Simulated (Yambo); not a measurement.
G0W0@LDA for BeS (zinc blende, space group F-43m, No. 216) in Yambo. Reference settings: 6×6×6 Γ-centred k mesh, bands 2 to 62 and a 10 Ry block in the screening, 62 bands in G with the Bruneval-Gonze terminator, plasmon pole fitted at 27.2 eV. The LDA gap Γ → X on this mesh is 2.83 eV; G0W0 gaps are taken between the same points.

With and without the terminator, as bands are cut:

| bands in G (in W) | gap, terminator (eV) | gap, none (eV) | valence shift, terminator (eV) | valence shift, none (eV) |
|---|---|---|---|---|
| 22 (62) | 4.572 | 4.402 | -1.149 | -0.639 |
| 39 (62) | 4.554 | 4.457 | -1.163 | -0.925 |
| 62 (62) | 4.551 | 4.505 | -1.167 | -1.060 |

Over this range the gap spans 0.021 eV with the terminator and 0.103 eV without, the valence shift 0.018 eV and 0.421 eV. Neither column has reached its limit for certain.

Geometry relaxed with LDA; primitive cell a = 3.391 Å, b = 3.391 Å, c = 3.391 Å, α = 60.00°, β = 60.00°, γ = 60.00°.

A shift is the quasiparticle energy of the state minus its LDA energy.
